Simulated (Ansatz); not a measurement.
RbCl:
```
RbCl
1.0
    0.00000     3.27143     3.27143
    3.27143     0.00000     3.27143
    3.27143     3.27143     0.00000
Rb Cl
1 1
Direct
  0.00000   0.00000   0.00000
  0.50000   0.50000   0.50000
```

Plane-wave PAW PBEsol (Ansatz code) gives a gap of 4.90 eV without spin–orbit coupling, maximum at Γ, minimum at Γ.

What happens when spin–orbit coupling is switched on?

The gap decreases by 0.05 eV, to 4.85 eV; maximum at Γ, minimum at Γ.

How large is the spin–orbit splitting of the valence top at Γ?

The fourfold level lies 0.14 eV above the split-off pair.

Give the electron effective mass with spin–orbit coupling.

0.42 mₑ (isotropic).

Give the hole effective mass with spin–orbit coupling, band 1 of 2 at the edge.

7.9 along [100], 3.4 along [110], 2.7 along [111] (mₑ).

Give the hole effective mass with spin–orbit coupling, band 2 of 2 at the edge.

0.88 along [100], 1.0 along [110], 1.1 along [111] (mₑ).

Space group Fm-3m (rock salt). The PBEsol relaxation kept the symmetry of its start.

Potentials: the later of the program's two PAW sets.
